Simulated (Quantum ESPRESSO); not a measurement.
Empty bands for a GW run on PdCdF₆ (space group R-3, No. 148): 176 bands on a 2×2×2 mesh, PBEsol, PseudoDojo standard norm-conserving files, scalar-relativistic, Quantum ESPRESSO. The input, in which only the diagonalization keyword changes:

```
&CONTROL
  calculation = 'nscf'
  pseudo_dir = './pseudo'
  outdir = './out'
/
&SYSTEM
  ibrav = 0
  nat = 8
  ntyp = 3
  ecutwfc = 102.0
  ecutrho = 408.0
  occupations = 'fixed'
  force_symmorphic = .true.
  nbnd = 176
/
&ELECTRONS
  conv_thr = 8e-09
  diago_full_acc = .true.
  diago_thr_init = 1e-08
  diagonalization = 'david'
/
ATOMIC_SPECIES
F 18.9984 F.upf
Pd 106.4200 Pd.upf
Cd 112.4140 Cd.upf
CELL_PARAMETERS angstrom
  2.528399943000   1.459772388000   4.835097000000
 -2.528399943000   1.459772388000   4.835097000000
  0.000000000000  -2.919544776000   4.835097000000
ATOMIC_POSITIONS crystal
F   0.394340000000   0.058627000000   0.779290000000
F   0.605660000000   0.941373000000   0.220710000000
F   0.779290000000   0.394340000000   0.058627000000
F   0.220710000000   0.605660000000   0.941373000000
F   0.058627000000   0.779290000000   0.394340000000
F   0.941373000000   0.220710000000   0.605660000000
Pd   0.000000000000   0.000000000000   0.000000000000
Cd   0.500000000000   0.500000000000   0.500000000000
K_POINTS automatic
2 2 2 0 0 0
```

```json
[
 {"diagonalization": "david", "mean iterations per k point": "35", "rough time": "1", "largest change of an eigenvalue (eV)": "–"},
 {"diagonalization": "cg", "mean iterations per k point": "55", "rough time": "about 6×", "largest change of an eigenvalue (eV)": "2e-04"},
 {"diagonalization": "paro", "mean iterations per k point": "19", "rough time": "within a factor of two", "largest change of an eigenvalue (eV)": "2e-08"}
]
```

An iteration means different work in each solver, so the counts don't rank them. Times are rough ratios from shared machines.

Spin-orbit coupling is not included.

Geometry of the Materials Project entry, not relaxed at this level.
